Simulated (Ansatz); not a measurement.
The slice is one period of a {100} plane through atoms; its size isn't given.

Level of theory: PBEsol (plane waves to 420 eV, PAW, scalar-relativistic; Ansatz, an electronic-structure program). Near the nuclei the fields are pseudised (PAW); where an atom keeps semicore shells as valence, they peak there.

```
|99876432100012346789|
|88765421100011245678|
|77654321000001234567|
|66543211000001123456|
|44432210000000122344|
|33221100000000011223|
|22111000000000001112|
|11100000000000000011|
|00000000000000000000|
|00000000000000000000|
|00000000000000000000|
|11100000000000000011|
|22111000000000001112|
|33221100000000011223|
|44432210000000122344|
|66543211000001123456|
|77654321000001234567|
|88765421100011245678|
|99876432100012346789|
|99876432100012346789|
```
Scale: ten equal steps from -1.13 (start of '0') to 0.96 (end of '9'), in the order '0123456789'. Values: log₁₀ of the valence density in e/Å³. The map has 20 points along u (one character each, u = 0 at the left) and 20 along v (v = 0 in the bottom row). The scale is logarithmic, as a density can span decades between atoms and voids.

```
|xxxxxx==@@@@####%%@@@@@@%%####@@@@==xxxx|
|xxxx..##@@%%##%%%%@@@@@@%%%%##%%@@##..xx|
|--==##@@@@%%%%%%%%%%%%%%%%%%%%%%@@@@##==|
|@@@@@@@@%%%%%%%%##########%%%%%%%%@@@@@@|
|@@@@%%%%%%%%%%##****++****##%%%%%%%%%%@@|
|######%%%%%%##**++==--==++**##%%%%%%####|
|####%%%%%%##**==--::::::--==**##%%%%%%##|
|%%%%%%%%##**++--....  ....--++**##%%%%%%|
|@@@@@@%%##**==::..      ..::==**##%%@@@@|
|@@@@@@%%##++--::          ::--++##%%@@@@|
|@@@@@@%%##**==::..      ..::==**##%%@@@@|
|%%%%%%%%##**++--....  ....--++**##%%%%%%|
|####%%%%%%##**==--::::::--==**##%%%%%%##|
|######%%%%%%##**++==--==++**##%%%%%%####|
|@@@@%%%%%%%%%%##****++****##%%%%%%%%%%@@|
|@@@@@@@@%%%%%%%%##########%%%%%%%%@@@@@@|
|--==##@@@@%%%%%%%%%%%%%%%%%%%%%%@@@@##==|
|xxxx..##@@%%##%%%%@@@@@@%%%%##%%@@##..xx|
|xxxxxx==@@@@####%%@@@@@@%%####@@@@==xxxx|
|xxxxxx--@@@@####%%@@@@@@%%####@@@@--xxxx|
```
Scale: ten equal steps from 0.11 (start of ' ') to 0.39 (end of '@'), in the order ' .:-=+*#%@'. Values: electron localisation function (ELF). The map has 20 points along u (two characters each, u = 0 at the left) and 20 along v (v = 0 in the bottom row). Points within 0.5 Å of a nucleus are blanked (x), as the pseudised field means little there.

Task: Which relaxed crystal do these maps come from?
A) LaTl (CsCl type)
B) FeCo (CsCl type)
C) TlHg (CsCl type)
D) ZnCu (CsCl type)

Result: A, LaTl (CsCl type). Atoms on the slice: Tl at (0.00, 0.00)

All were relaxed with their symmetry unable to fall. LaTl is run without spin polarisation. Relaxed FeCo ends ferromagnetic. Spin-orbit coupling is left out. ZnCu is run without spin polarisation. Other magnetic orders were not checked, so this need not be the ground state. (This holds for the magnetic or f-shell members.)
